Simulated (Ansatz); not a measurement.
## Fixed-spin-moment curve of NbAs

The calculation used DFT PBEsol, scalar-relativistic, plane waves, PAW (Ansatz 0.2.0).

```
Nb As
1.0
     0.00000    2.87236    2.87236
     2.87236    0.00000    2.87236
     2.87236    2.87236    0.00000
Nb As
1 1
Direct
  0.00000 0.00000 0.00000
  0.25000 0.25000 0.25000
```

```
plane-wave cutoff : 420 eV
Γ-centred k-mesh  : 12×12×12
occupation rule   : Gaussian smearing, 0.1 eV
```

The total moment of the cell is held at each value, at fixed atoms.

Site moments are spin moments in atom-centred spheres that scale with the neighbour distance.

```csv
held moment (μB/cell),E above lowest (meV/atom),P (GPa),site moments (μB)
0.00,0.0,0.0,none over 0.05
0.25,1.1,0.1,Nb +0.16
0.50,6.4,0.4,Nb +0.33
0.75,?,?,?
1.00,25.1,1.6,Nb +0.64
1.25,41.9,2.3,Nb +0.78
1.50,?,?,?
1.75,?,?,?
2.00,151.2,5.7,Nb +1.18
```

Task: Fill in the withheld rows.

Result: The withheld rows:

```csv
held moment (μB/cell),E above lowest (meV/atom),P (GPa),site moments (μB)
0.75,14.6,0.9,Nb +0.48
1.50,68.7,3.3,Nb +0.92
1.75,104.1,4.4,Nb +1.05
```

Cost: 9 runs of about 1.3 core-minutes in all, on Oxide Virtual Turin-like Processor (Zen 5) (shared hosts).